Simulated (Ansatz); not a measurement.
The calculation used DFT PBE, scalar-relativistic, plane waves, PAW (Ansatz). Settings: cutoff 420 eV, Γ-centred meshes spaced at most about 0.3 Å⁻¹ (2π included), Gaussian smearing. No spin polarisation in the final relaxations.

These are static total energies at zero pressure.

Compare these two cells of Te₃Pb₄Se, each relaxed at this level.

A. Space group Fmm2 (No. 42), orthorhombic, a = 9.197 Å, b = 12.961 Å, c = 9.287 Å. Te on a site of symmetry 2 has 6 Pb at 3.22–3.32 Å; Te on a site of symmetry mm2 is surrounded by 6 Pb at 3.23–3.34 Å; Pb on its first site has 1 Se at 2.96 Å, 4 Te at 3.23–3.33 Å and 1 Se at 3.57 Å; Pb on its second site is surrounded by 1 Se at 3.14 Å and 5 Te at 3.22–3.34 Å; around Se lie 2 Pb at 2.96 Å, 2 Pb at 3.14 Å and 2 Pb at 3.57 Å.

B. Space group I4/mmm (No. 139), tetragonal, a = 6.496 Å, c = 12.965 Å. Around Te on a site of symmetry -4m2 lie 6 Pb at 3.24–3.25 Å; Te on a site of symmetry 4/mmm has 6 Pb at 3.25–3.37 Å; Pb on a site of symmetry mmm has 4 Te at 3.24–3.25 Å and 2 Se at 3.25 Å; around Pb on a site of symmetry 4mm lie 1 Se at 3.11 Å and 5 Te at 3.25–3.37 Å; around Se lie 6 Pb at 3.11–3.25 Å.

**Question.** Which would you expect to be lower, and how large is the difference?

**Answer.** A is lower, by 4 meV/atom. A has Te and Se ordered on rock salt sites, space group Fmm2 (No. 42), 34.6 Å³/atom and a gap of 0.63 eV on its mesh; B has Te and Se ordered on rock salt sites, space group I4/mmm (No. 139), 34.2 Å³/atom and a gap of 0.44 eV. Counting Se or Te atoms around Pb (for each partner element, those within 1.25 times its shortest distance or 1.15 times the sum of covalent radii, where it is the nearest in units of that sum or under 1.3; a plus sign parts groups by distance over the sum of covalent radii; a slash parts the counts of unlike sites), A has Pb 5+1/6 and B has Pb 6. Both come from invented guesses.

Spin–orbit coupling, which can matter for Pb and Te, is left out. Kohn–Sham gaps at this level usually fall short of measured ones. The missing spin–orbit coupling can work the other way here. Cells relaxed within their symmetry can be saddle points. The Fmm2 cell of Te3Pb4Se came from shaking the I4/mmm one.
